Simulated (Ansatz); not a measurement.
**Ga4SbAs: start and end of a relaxation**

The guess for Ga4SbAs was made by a generator: random cell by space group and Wyckoff sites (F-43m, No. 216). The dimensions are guesses.

start.cif

```cif
data_structure
_symmetry_space_group_name_H-M 'P 1'
_symmetry_Int_Tables_number 1
_cell_length_a 5.8494
_cell_length_b 5.8494
_cell_length_c 5.8494
_cell_angle_alpha 60.000
_cell_angle_beta 60.000
_cell_angle_gamma 60.000
_cell_volume 141.52
loop_
_atom_site_label
_atom_site_type_symbol
_atom_site_fract_x
_atom_site_fract_y
_atom_site_fract_z
_atom_site_occupancy
Ga1 Ga 0.11077 0.11077 0.11077 1
Ga2 Ga 0.11077 0.11077 0.66770 1
Ga3 Ga 0.11077 0.66770 0.11077 1
Ga4 Ga 0.66770 0.11077 0.11077 1
Sb1 Sb 0.25000 0.25000 0.25000 1
As1 As 0.50000 0.50000 0.50000 1
```

All numbers below come from DFT PBE, scalar-relativistic, plane waves, PAW (Ansatz). Cutoff 420 eV, Gaussian smearing, Γ-centred meshes. Cell and atoms relax first on a coarse mesh and then on a finer one. In between, the cell is made exact in the group found at 0.06 Å. In metals the finer mesh still leaves noise of several meV/atom or more. The steps can't lower the symmetry of their start. No spin polarisation.

end.cif

```cif
data_structure
_symmetry_space_group_name_H-M 'P 1'
_symmetry_Int_Tables_number 1
_cell_length_a 6.7931
_cell_length_b 6.7931
_cell_length_c 6.7931
_cell_angle_alpha 60.000
_cell_angle_beta 60.000
_cell_angle_gamma 60.000
_cell_volume 221.66
loop_
_atom_site_label
_atom_site_type_symbol
_atom_site_fract_x
_atom_site_fract_y
_atom_site_fract_z
_atom_site_occupancy
Ga1 Ga 0.71611 0.09463 0.09463 1
Ga2 Ga 0.09463 0.71611 0.09463 1
Ga3 Ga 0.09463 0.09463 0.71611 1
Ga4 Ga 0.09463 0.09463 0.09463 1
Sb1 Sb 0.25000 0.25000 0.25000 1
As1 As 0.50000 0.50000 0.50000 1
```

The symmetry stays F-43m (No. 216). The volume per atom grows by 56.6 %, from 23.6 to 36.9 Å³. The shortest distance goes from 1.99 Å (Ga–Sb) to 2.57 Å (Ga–Ga). The energy falls by about 1.9 eV/atom (the start's value is from the coarse mesh). The end is written in a standard setting, so origin, axes and order of atoms can differ from the start's.

* Volume per atom: 36.94 Å³
* Density: 3.56 g/cm³
* Formation energy: +0.73 eV/atom
* Gap on the 8×8×8 mesh of the 6-atom cell: 0 eV (a metal)

Formation energies are uncorrected and refer to the elements' standard structures at the same level. The separate elements lie lower, so it is unstable against them.

The last run used Gaussian smearing of 0.10 eV. These runs have no spin–orbit coupling, which can matter for Sb. The reference form of As is held partly by dispersion forces, which this level lacks. Symmetry constrained the relaxation, so the result can be a saddle point. In all, the 3 runs took 70 s on 1 thread of AMD EPYC 9R45 96-Core Processor (Zen 5), with other jobs on the host. Another cell of Ga4SbAs relaxed alike, in F-43m, lies 0.51 eV/atom lower, so this cell isn't the stable form at this level.
